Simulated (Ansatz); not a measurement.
**Notes on As$_{2}$P$_{2}$O$_{7}$**

```
P O As
1.0
     3.52494    4.19152    0.00000
     3.52494   -4.19152    0.00000
     1.52674    0.00000   -4.47196
P O As
2 7 2
Direct
  0.19980 0.19980 0.08830
  0.80020 0.80020 0.91170
  0.00000 0.00000 0.00000
  0.35680 0.05020 0.27080
  0.94980 0.64320 0.72920
  0.64320 0.94980 0.72920
  0.05020 0.35680 0.27080
  0.37590 0.37590 0.78390
  0.62410 0.62410 0.21610
  0.31220 0.68780 0.50000
  0.68780 0.31220 0.50000
```

The numbers come from plane-wave PAW DFT (Ansatz): r2SCAN, no spin polarisation, 500 eV, 5×5×6 Γ-centred k points, fermi-dirac occupations (width 0.1422 eV). Nothing was relaxed.

Question: Metal or insulator?

Answer: It is a metal, with about 4.9 states/eV a cell as the mean within 0.25 eV of the Fermi level, mostly As p (79 %).

Question: Is it stable against the elements?

Answer: -1.31 eV an atom against the elements' usual phases (free molecules for gases, crystals otherwise, with no correction for O₂ or N₂), so it is bound against them; other compounds may still compete. Relaxing would lower it.

Question: Give the Bader charges.

Answer: Bader charges in e: As +1.38, P +3.81, O -1.64 to -1.45. In the mean P gives up most and O takes most.

Question: Where is the largest force?

Answer: The largest is on O8 (and as large on other atoms): 3.11 eV/Å, components (-1.74, 0.00, -2.58). It makes 4° with the line to a nearest neighbour, P1 at 1.57 Å, pointing towards it.

Origin: a known structure type with other elements, at an estimated volume, so it need not be a known compound. Caveats: many states at the Fermi level without spin polarisation, so a magnetic state may lie lower; atoms or cell far from equilibrium.
